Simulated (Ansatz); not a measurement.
Is this SiB6 structure a true minimum?

It was relaxed at this level from a cell as deposited in COD.

Method: DFT PBE, scalar-relativistic, plane waves, PAW (Ansatz 0.2.0). Settings: cutoff 420 eV, Γ-centred mesh 10×10×10 on the computed 7-atom cell, Gaussian smearing of 0.01 eV; no spin polarisation.

The cell below (7 atoms, space group Pm-3m (No. 221)) is relaxed within its symmetry.

```yaml
crystal:
  lattice:
    - [4.13241, 0.00000, 0.00000]
    - [0.00000, 4.13241, 0.00000]
    - [0.00000, 0.00000, 4.13241]
  atoms:
    - { symbol: Si, position: [0.00000, 0.00000, 0.00000] }
    - { symbol: B, position: [0.20024, 0.50000, 0.50000] }
    - { symbol: B, position: [0.50000, 0.20024, 0.50000] }
    - { symbol: B, position: [0.79976, 0.50000, 0.50000] }
    - { symbol: B, position: [0.50000, 0.79976, 0.50000] }
    - { symbol: B, position: [0.50000, 0.50000, 0.20024] }
    - { symbol: B, position: [0.50000, 0.50000, 0.79976] }
```

For the test it was strained at random (σ = 1.5 % a component), the atoms were moved at random (σ = 0.05 Å), and all was relaxed again on a coarse 6×6×6 mesh (in the run’s order of axes) with 0.20 eV smearing, with no symmetry imposed.

Question: What happens?

Answer: It doesn't return. The energy falls by 153 meV/atom on that mesh, the volume changes by 4.7 %, and the end has space group R3m (No. 160) at a loose tolerance. Relaxed again on a 12×12×12 mesh with 0.10 eV smearing, the new structure lies 151 meV/atom below the first (mesh in the axes of the run's cell; the cell below is made exact in the group named). Space group R3m (No. 160), trigonal, a = 5.850 Å, c = 7.486 Å. Si is surrounded by 3 B at 2.18 Å and 3 B at 2.49 Å; B on its first site has 5 B at 1.70–1.78 Å, 1 Si at 2.49 Å and 1 B at 2.50 Å; B on its second site is surrounded by 5 B at 1.70–1.81 Å and 1 Si at 2.18 Å.

```cif
data_structure
_symmetry_space_group_name_H-M 'P 1'
_symmetry_Int_Tables_number 1
_cell_length_a 4.1994
_cell_length_b 4.1994
_cell_length_c 4.1994
_cell_angle_alpha 88.302
_cell_angle_beta 88.302
_cell_angle_gamma 88.302
_cell_volume 73.96
loop_
_atom_site_label
_atom_site_type_symbol
_atom_site_fract_x
_atom_site_fract_y
_atom_site_fract_z
_atom_site_occupancy
Si1 Si 0.87029 0.87029 0.87029 1
B1 B 0.52946 0.52946 0.22562 1
B2 B 0.52946 0.22562 0.52946 1
B3 B 0.51192 0.51192 0.82148 1
B4 B 0.51192 0.82148 0.51192 1
B5 B 0.82148 0.51192 0.51192 1
B6 B 0.22562 0.52946 0.52946 1
```
